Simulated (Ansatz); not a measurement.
# ZnCu

**What was measured.** A cell as deposited of cubic ZnCu (space group Pm-3m), temperature not stated, from the Crystallography Open Database (1963), has a = 2.945 Å and 12.77 Å³/atom.

Level of theory: DFT, r²SCAN, scalar-relativistic, no spin polarisation; plane waves to 500 eV with PAW datasets (Ansatz 0.2.0), Γ-centred 12×12×12 mesh, 0.05 eV Gaussian smearing. The datasets are Ansatz's generated set soft_2.

```xyz
2
Lattice="2.9200 0.0000 0.0000 0.0000 2.9200 0.0000 0.0000 0.0000 2.9200" Properties=species:S:1:pos:R:3 pbc="T T T"
Zn    1.4600    1.4600    1.4600
Cu    0.0000    0.0000    0.0000
```

The chain of runs began from a cell as deposited in COD, expanded in volume.

The cell above was scaled in volume, its shape and atoms being fixed by the lattice's symmetry. Energies are counted from the cell above.

Cell and atoms are those of this level's equilibrium.

| V (Å³/atom) | ΔE (meV/atom) | P (GPa) |
| --- | --- | --- |
| 11.95 | 9.1 | 6.1 |
| 12.20 | 2.2 | 2.9 |
| 12.45 | 0.0 | 0.0 |
| 12.70 | 2.0 | -2.5 |
| 12.95 | 7.7 | -4.8 |
| 13.32 | 22.3 | -7.7 |

What do the points give for the equilibrium volume, the bulk modulus and its pressure derivative (third-order Birch–Murnaghan)?

V0 = 12.45 Å³/atom, B0 = 134 GPa, B0′ = 4.9.

B0·V0 = 134.0 GPa × 12.45 Å³ = 10.41 eV/atom sets the scale: near the minimum ΔE ≈ ½ B0 V0 x², with x = V/V0 − 1, and a pressure of 1.3 GPa squeezes the volume by about 1 %. At the ends of the curve: x = −4.0 % predicts 8.4 meV/atom and the run gives 9.1; x = +7.0 % predicts 25.4 meV/atom and the run gives 22.3. Compression costs more and expansion less than the parabola says, since the crystal stiffens as it shrinks; B0′ measures that.

**Against experiment.** r²SCAN gives 2.920 Å and 12.45 Å³/atom, −2.5 % in volume (−0.8 % in length) from the database's cell. The static lattice lacks zero-point motion and thermal expansion, roughly 0.7 to 1.9 % in volume at 300 K (room temperature assumed) by Grüneisen's rule, γ·3k_BT/(B0·V0) with γ of 1 to 2.5; that is too little for this miss. The database's entry may also be off. The run is a metal.
